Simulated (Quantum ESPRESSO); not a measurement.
# Al8SP6Si: input and log of a self-consistent run

A calculation, not a measurement. The program is pw.x of Quantum ESPRESSO 7.5 (plane-wave density functional theory). The cell is made up: 16 atoms on a doubled zincblende/diamond lattice, with randomly drawn elements, strain and displacements, not relaxed. PseudoDojo standard norm-conserving files (v0.5 for PBE, v0.4.1 for LDA and PBEsol) set the functional; there is no spin polarisation, spin-orbit coupling or dispersion term, and the masses in the input are unused placeholders.

Input:

```
&control calculation='scf', pseudo_dir='./dojo.nc.sr.pbe.v0_5.standard.upf', outdir='./o', disk_io='low', tprnfor=.true., tstress=.true. /
&system ibrav=0, nat=16, ntyp=4, nbnd=38, ecutwfc=87.97787729, nosym=.true., tot_charge=0,
 occupations='smearing', smearing='fd', degauss=0.0018374661
/
&electrons conv_thr=7.350e-09, electron_maxstep=60, /
ATOMIC_SPECIES
Al 1.0 Al.upf
P 1.0 P.upf
S 1.0 S.upf
Si 1.0 Si.upf
CELL_PARAMETERS angstrom
5.4535 -0.0778 -0.0531
-0.0778 5.4167 0.0128
-0.1061 0.0256 11.0067
ATOMIC_POSITIONS angstrom
Al -0.0034 -0.0355 -0.0199
Al -0.0052 2.8578 2.8039
Al 2.7105 0.0287 2.5912
Al 2.8447 2.8555 0.0537
Al 0.0132 -0.2067 5.4608
Al -0.1312 2.7957 8.1986
Al 2.6329 0.0151 8.3815
Al 2.5171 2.6592 5.513
S 1.2863 1.5123 1.2931
P 1.3367 3.9161 4.0964
P 3.9675 1.3143 4.1283
Si 3.996 3.9792 1.3722
P 1.3862 1.489 6.937
P 1.3112 4.0461 9.5697
P 3.8445 1.4847 9.6807
P 3.9245 4.1574 7.0363
K_POINTS automatic
6 6 4 1 1 1
```

The log is shortened where brackets say so; the opening notice, blank lines, dates and the lines on written files are dropped, and the path of the files is cut. It prints rydbergs, bohrs and kilobars, and counts compression as positive stress. With no partly filled state, the Fermi energy that it prints is only some level between the filled and the empty states on the mesh, and need not lie in the true gap.

```
     Program PWSCF v.7.5
     Parallel version (MPI & OpenMP), running on       4 processor cores
     Number of MPI processes:                 4
     Threads/MPI process:                     1
     [start-up lines left out]
     bravais-lattice index     =            0
     lattice parameter (alat)  =      10.3072  a.u.
     unit-cell volume          =    2193.4713 (a.u.)^3
     number of atoms/cell      =           16
     number of atomic types    =            4
     number of electrons       =        64.00
     number of Kohn-Sham states=           38
     kinetic-energy cutoff     =      87.9779  Ry
     charge density cutoff     =     351.9115  Ry
     scf convergence threshold =      7.3E-09
     mixing beta               =       0.7000
     number of iterations used =            8  plain     mixing
     Exchange-correlation= PBE
                           (   1   4   3   4   0   0   0)
     [axes and pseudopotential details left out]
   Cartesian axes
     site n.     atom                  positions (alat units)
         1        Al     tau(   1) = (  -0.0006234  -0.0065086  -0.0036485  )
         2        Al     tau(   2) = (  -0.0009534   0.5239523   0.5140702  )
         3        Al     tau(   3) = (   0.4969461   0.0052619   0.4750735  )
         4        Al     tau(   4) = (   0.5215505   0.5235306   0.0098454  )
         5        Al     tau(   5) = (   0.0024201  -0.0378966   1.0011893  )
         6        Al     tau(   6) = (  -0.0240544   0.5125668   1.5031406  )
         7        Al     tau(   7) = (   0.4827189   0.0027685   1.5366737  )
         8        Al     tau(   8) = (   0.4614880   0.4875407   1.0107597  )
         9        S      tau(   9) = (   0.2358317   0.2772668   0.2370784  )
        10        P      tau(  10) = (   0.2450721   0.7179822   0.7510386  )
        11        P      tau(  11) = (   0.7274059   0.2409653   0.7568872  )
        12        Si     tau(  12) = (   0.7326312   0.7295510   0.2515807  )
        13        P      tau(  13) = (   0.2541475   0.2729949   1.2718374  )
        14        P      tau(  14) = (   0.2403969   0.7418166   1.7545196  )
        15        P      tau(  15) = (   0.7048550   0.2722066   1.7748705  )
        16        P      tau(  16) = (   0.7195223   0.7622224   1.2900432  )
     number of k points=    72  Fermi-Dirac smearing, width (Ry)=  0.0018
                       cart. coord. in units 2pi/alat
        k(    1) = (   0.0851674   0.0849874   0.0625664), wk =   0.0277778
        k(    2) = (   0.0863699   0.0847119   0.1864649), wk =   0.0277778
     [further k points left out]
     Dense  grid:   244535 G-vectors     FFT dimensions: (  64,  64, 125)
     Estimated max dynamical RAM per process >     707.63 MB
     Estimated total dynamical RAM >       2.59 GB
     Initial potential from superposition of free atoms
     starting charge      63.9789, renormalised to      64.0000
     Starting wfcs are   64 randomized atomic wfcs
     total cpu time spent up to now is       20.9 secs
     per-process dynamical memory:   592.9 Mb
     Self-consistent Calculation
     iteration #  1     ecut=    87.98 Ry     beta= 0.70
     Davidson diagonalization with overlap
     ethr =  1.00E-02,  avg # of iterations =  4.4
     total cpu time spent up to now is       64.7 secs
     total energy              =    -150.86670493 Ry
     estimated scf accuracy    <       0.84358051 Ry
     iteration #  2     ecut=    87.98 Ry     beta= 0.70
     Davidson diagonalization with overlap
     ethr =  1.32E-03,  avg # of iterations =  2.8
     total cpu time spent up to now is      109.6 secs
     total energy              =    -151.04966638 Ry
     estimated scf accuracy    <       0.22098315 Ry
     iteration #  3     ecut=    87.98 Ry     beta= 0.70
     Davidson diagonalization with overlap
     ethr =  3.45E-04,  avg # of iterations =  7.5
     total cpu time spent up to now is      166.7 secs
     total energy              =    -151.07440639 Ry
     estimated scf accuracy    <       0.18075805 Ry
     iteration #  4     ecut=    87.98 Ry     beta= 0.70
     Davidson diagonalization with overlap
     ethr =  2.82E-04,  avg # of iterations =  6.1
     total cpu time spent up to now is      217.1 secs
     total energy              =    -151.11193411 Ry
     estimated scf accuracy    <       0.01360733 Ry
     iteration #  5     ecut=    87.98 Ry     beta= 0.70
     Davidson diagonalization with overlap
     c_bands:  1 eigenvalues not converged
     c_bands:  1 eigenvalues not converged
     ethr =  2.13E-05,  avg # of iterations = 12.3
     total cpu time spent up to now is      276.8 secs
     total energy              =    -151.11477906 Ry
     estimated scf accuracy    <       0.00268822 Ry
     [iterations 6 to 8 left out]
     iteration #  9     ecut=    87.98 Ry     beta= 0.70
     Davidson diagonalization with overlap
     ethr =  1.26E-08,  avg # of iterations =  5.0
     total cpu time spent up to now is      447.4 secs
     total energy              =    -151.11512966 Ry
     estimated scf accuracy    <       0.00000888 Ry
     iteration # 10     ecut=    87.98 Ry     beta= 0.70
     Davidson diagonalization with overlap
     ethr =  1.26E-08,  avg # of iterations =  2.0
     total cpu time spent up to now is      479.9 secs
     total energy              =    -151.11513004 Ry
     estimated scf accuracy    <       0.00000106 Ry
     iteration # 11     ecut=    87.98 Ry     beta= 0.70
     Davidson diagonalization with overlap
     ethr =  1.66E-09,  avg # of iterations =  4.1
     total cpu time spent up to now is      525.1 secs
     total energy              =    -151.11513047 Ry
     estimated scf accuracy    <       0.00000029 Ry
     iteration # 12     ecut=    87.98 Ry     beta= 0.70
     Davidson diagonalization with overlap
     ethr =  4.56E-10,  avg # of iterations =  2.0
     total cpu time spent up to now is      558.7 secs
     total energy              =    -151.11513049 Ry
     estimated scf accuracy    <       0.00000003 Ry
     iteration # 13     ecut=    87.98 Ry     beta= 0.70
     Davidson diagonalization with overlap
     ethr =  3.94E-11,  avg # of iterations =  4.0
     total cpu time spent up to now is      602.2 secs
     End of self-consistent calculation
          k = 0.0852 0.0850 0.0626 ( 30557 PWs)   bands (ev):
    -8.3681  -6.1707  -5.6954  -4.6801  -4.1125  -4.0554  -4.0262  -2.4648
    -0.5108  -0.3589  -0.2934   0.0126   0.2049   1.1432   1.4123   1.5591
     1.8897   2.3490   2.4739   2.6122   2.6901   2.9132   2.9766   3.1177
     3.2492   3.6989   3.8351   4.0412   4.2008   4.7701   4.8916   5.2139
     6.4156   6.6952   7.0275   7.5074   7.7089   7.7649
     [levels at the other k points left out]
     the Fermi energy is     5.8776 ev
!    total energy              =    -151.11513049 Ry
     estimated scf accuracy    <          6.9E-09 Ry
     smearing contrib. (-TS)   =      -0.00000000 Ry
     internal energy E=F+TS    =    -151.11513049 Ry
     The total energy is F=E-TS. E is the sum of the following terms:
     one-electron contribution =      23.94170400 Ry
     hartree contribution      =      16.12910859 Ry
     xc contribution           =     -51.59632545 Ry
     ewald contribution        =    -139.58961763 Ry
     convergence has been achieved in  13 iterations
     Forces acting on atoms (cartesian axes, Ry/au):
     atom    1 type  1   force =    -0.00891892    0.01900387   -0.03446932
     atom    2 type  1   force =    -0.07668640   -0.08186237   -0.02190300
     atom    3 type  1   force =    -0.00836084    0.01185222    0.03349156
     atom    4 type  1   force =    -0.11013310   -0.07620429   -0.09996078
     atom    5 type  1   force =    -0.02433616    0.06318111    0.02506526
     atom    6 type  1   force =    -0.01080286   -0.02287781    0.02496106
     atom    7 type  1   force =     0.01733955    0.05276479   -0.03879786
     atom    8 type  1   force =     0.10504128    0.02256077   -0.00031017
     atom    9 type  3   force =     0.00647248   -0.02677166    0.01362604
     atom   10 type  2   force =     0.03464389    0.09791922    0.01352463
     atom   11 type  2   force =     0.03390362   -0.00461084   -0.00066524
     atom   12 type  4   force =     0.09287256    0.10333039    0.08890880
     atom   13 type  2   force =    -0.07544348   -0.08973648    0.02260986
     atom   14 type  2   force =    -0.05500488   -0.00614426    0.05761426
     atom   15 type  2   force =     0.07610805   -0.04028303   -0.01550937
     atom   16 type  2   force =     0.00330522   -0.02212160   -0.06818574
     Total force =     0.374563     Total SCF correction =     0.000183
     Computing stress (Cartesian axis) and pressure
          total   stress  (Ry/bohr**3)                   (kbar)     P=       52.18
   0.00032929   0.00020556   0.00014610           48.44       30.24       21.49
   0.00020556   0.00035191   0.00005656           30.24       51.77        8.32
   0.00014610   0.00005656   0.00038302           21.49        8.32       56.34
     init_run     :     19.71s CPU     20.67s WALL (       1 calls)
     electrons    :    575.12s CPU    581.38s WALL (       1 calls)
     forces       :      8.26s CPU      8.39s WALL (       1 calls)
     stress       :     26.98s CPU     28.43s WALL (       1 calls)
     [timing details left out]
     PWSCF        :  10m30.40s CPU  10m39.44s WALL
     JOB DONE.
```

In other units: free energy -2056.026 eV for the cell, pressure 5.22 GPa, largest force component 2.832 eV/Å. This run is the check on a run of the same cell at a cutoff of 871 eV and k mesh 4 x 4 x 2: rerunning at a cutoff of 1197 eV and k mesh 6 x 6 x 4 moved values by no more than 0.011 eV in energy, 0.02 GPa in stress and 0.002 eV/Å in force.